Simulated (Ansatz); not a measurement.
Ag (fcc, Cu type)

```yaml
crystal:
  lattice:
    - [0.00000, 2.02739, 2.02739]
    - [2.02739, 0.00000, 2.02739]
    - [2.02739, 2.02739, 0.00000]
  atoms:
    - { symbol: Ag, position: [0.00000, 0.00000, 0.00000] }
```

Grid over V/V₀ and (c/a)/(c/a)₀, subscript 0 meaning the relaxed cell; the conventional c axis lies along z; no internal relaxation.

The numbers are results of PBEsol (plane waves to 420 eV, PAW, scalar-relativistic; Ansatz, a program for electronic structure), not measurements. k mesh 20×20×20 (Γ-centred), Fermi-Dirac smearing 0.05 eV. Stress and pressure are positive under compression. With partly filled bands, the response to shear is sensitive to the k mesh, so small differences along c/a are uncertain. Ag was relaxed with its symmetry unable to fall. The PAW data are Ansatz's earlier set.

At one point of the scan the stress tensor (GPa) is:

```
   -3.0      0.0      0.0
    0.0     -3.0      0.0
    0.0      0.0     -8.5
```

Problem. Which point is it?
A. V/V₀ = 1.027, (c/a)/(c/a)₀ = 1.080
B. V/V₀ = 1.000, (c/a)/(c/a)₀ = 1.120
C. V/V₀ = 1.053, (c/a)/(c/a)₀ = 1.120
D. V/V₀ = 1.053, (c/a)/(c/a)₀ = 1.040

Solution. C, V/V₀ = 1.053, (c/a)/(c/a)₀ = 1.120

(Under strain, the slope of the energy per volume gives the stress and its curvature an elastic modulus.)
